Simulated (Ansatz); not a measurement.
A relaxed structure of MgO is spoiled in several ways and relaxed again each time (noise and exchanges are one random draw each; pressure is positive under compression). The numbers are results of PBE (plane waves to 420 eV, PAW, scalar-relativistic; Ansatz, an electronic-structure program), not measurements.

```cif
data_Mg4O4
_chemical_formula_sum 'O4 Mg4'
_space_group_name_H-M_alt 'Fm-3m'
_space_group_IT_number 225
_space_group_name_Hall '-F 4 2 3'
_cell_length_a 4.25445
_cell_length_b 4.25445
_cell_length_c 4.25445
_cell_angle_alpha 90.000
_cell_angle_beta 90.000
_cell_angle_gamma 90.000
loop_
_atom_site_label
_atom_site_type_symbol
_atom_site_symmetry_multiplicity
_atom_site_Wyckoff_symbol
_atom_site_fract_x
_atom_site_fract_y
_atom_site_fract_z
_atom_site_occupancy
O1 O 4 a 0.00000 0.00000 0.00000 1
Mg1 Mg 4 b 0.50000 0.50000 0.50000 1
```
(The calculation used a cell of 2 atoms; values per cell refer to that cell.)

| change | first pressure (GPa) | first V (Å³/atom) | released (eV/atom) | moves | outcome | final group | E − E(parent) (eV/atom) |
|---|---|---|---|---|---|---|---|
| with every coordinate shifted by Gaussian noise of σ = 0.3 Å | 58.5 | 9.63 | 1.06 | 7 | returns to the parent | Fm-3m | 0.000 |
| with every coordinate shifted by Gaussian noise of σ = 0.1 Å | 0.4 | 9.63 | 0.006 | 4 | returns to the parent | Fm-3m | 0.000 |
| deformed by the Cartesian strain tensor (xx, yy, zz, yz, xz, xy) = (0.037, -0.088, -0.043, 0.140, 0.056, 0.106) | 35.1 | 8.40 | 0.95 | 11 | returns to the parent | Fm-3m | 0.000 |
| doubled along one cell vector, shaken by Gaussian noise of σ = 0.08 Å a coordinate | 1.5 | 9.63 | 0.040 | 4 | returns to the parent | Fm-3m | 0.000 |

First-step values come from each run's starting, coarser k-mesh (9×9×9, 10×11×10, 9×5×9). Each cell has its own k-point mesh; energy differences are given only to the digits this allows. No spin polarisation in the result.
